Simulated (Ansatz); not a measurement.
SiMo2 in space group P6_3/mmc (No. 194; Si on 2c, Mo on 2a, Mo on 2d) at seven volumes, DFT-PBE in the program Ansatz with PAW potentials, shape and atoms relaxed at each. One row is withheld.

```json
[
 {"V (Å³/atom)": "13.370", "P (GPa)": "26.43"},
 {"V (Å³/atom)": "13.811", "P (GPa)": "16.18"},
 {"V (Å³/atom)": "14.252", "P (GPa)": "7.44"},
 {"V (Å³/atom)": "14.693", "P (GPa)": "0.00"},
 {"V (Å³/atom)": "15.134", "P (GPa)": "?"},
 {"V (Å³/atom)": "15.574", "P (GPa)": "-11.72"},
 {"V (Å³/atom)": "16.015", "P (GPa)": "-16.29"}
]
```

Q: Fit the shown pressures and predict the withheld one.

A: P = (3/2)B₀(x^(7/2) − x^(5/2))[1 + (3/4)(B′ − 4)(x − 1)] with x = (V₀/V)^(2/3). Least squares on the six rows gives V₀ = 14.693 Å³/atom, B₀ = 228 GPa, B′ = 4.34. At V = 15.134, x = 0.9805 and P = -6.32 GPa. The run itself gave -6.33 GPa.

A made-up cell: these elements were put on the sites of a structure type; neither database checked (COD, Materials Project) lists it. Whether it is the stable phase at ambient conditions was not checked. The PBE relaxation kept the symmetry of its start; its stability against distortions is not shown here. The run is not spin-polarised.

Potentials: the later of the program's two PAW sets.
